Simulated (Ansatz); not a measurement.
Y3Te3N:
```
Y3Te3N
1.0
    8.13234     0.00000     0.00000
    0.00000    12.01675     0.00000
   -2.81613     0.00000     8.19149
Y Te N
12 12 4
Cartesian
  2.45897   0.27779   7.05789
  2.85724  11.73896   1.13360
  1.44918   6.28616   5.22934
  3.86703   5.73059   2.96215
  4.59045   4.95742   6.51105
  0.72576   7.05932   1.68044
 -0.68230  10.96580   5.77619
  5.99851   1.05095   2.41530
  4.39960   8.51668   5.35100
  0.91661   3.50006   2.84049
 -0.49146   2.50831   6.93624
  5.80766   9.50844   1.25525
  4.65467  11.75553   4.79613
  0.66154   0.26122   3.39536
 -0.74653   5.74715   7.49111
  6.06274   6.26959   0.70038
  2.19174   3.20249   5.64373
  3.12446   8.81425   2.54776
  1.71640   9.21087   6.64350
  3.59981   2.80588   1.54799
  6.28633   3.68451   4.23776
 -0.97013   8.33224   3.95373
 -2.37819   9.69288   8.04948
  7.69440   2.32386   0.14201
  3.72428   6.42627   5.10243
  1.59193   5.59048   3.08906
  0.18386   0.41790   7.18481
  5.13234  11.59885   1.00669
```

Relaxed with PBE. Special points in fractions of this cell's reciprocal vectors: Γ (0.000, 0.000, 0.000); Z (0.000, 0.500, 0.000); D (0.000, 0.500, 0.500); B (0.000, 0.000, 0.500); A (-0.500, 0.000, 0.500); E (-0.500, 0.500, 0.500); C2 (-0.500, 0.500, 0.000); Y2 (-0.500, 0.000, 0.000).

Q: List the band energies nearest the valence-band maximum at these points for the program Ansatz at the PBE level (PAW).

A: In eV from the valence-band maximum; about four levels below and three above (degenerate sets whole), none deeper than 8.9 eV; points with the same levels are listed once.

| k | below | above |
|---|---|---|
| Γ | -0.55 -0.45 -0.27 0.00 | 1.14 1.48 1.55 |
| Z | -0.64 -0.64 -0.24 -0.24 | 1.26 1.26 1.62 1.62 |
| D | -0.81 -0.81 -0.53 -0.53 | 1.36 1.36 1.72 1.72 |
| B | -0.68 -0.68 -0.59 -0.59 | 1.24 1.24 1.81 1.81 |
| A | -0.79 -0.79 -0.48 -0.48 | 1.72 1.72 1.81 1.81 |
| E | -0.74 -0.74 -0.59 -0.59 | 1.66 1.66 1.82 1.82 |
| C2 | -0.70 -0.70 -0.50 -0.50 | 1.26 1.26 1.60 1.60 |
| Y2 | -0.92 -0.75 -0.54 -0.39 | 1.14 1.41 1.58 1.58 |

Space group P2_1/c. The first step of the workflow began from a Materials Project structure, measured or hypothetical; the Crystallography Open Database copy checked does not list it. Its standing as an ambient phase is unchecked. The cell was relaxed with PBE under the symmetry of its start; whether a distortion lowers the energy is not shown. No spin polarisation was allowed. Scalar-relativistic: spin–orbit coupling is off unless named, which matters more the heavier the elements.

Potentials: the later of the program's two PAW sets.
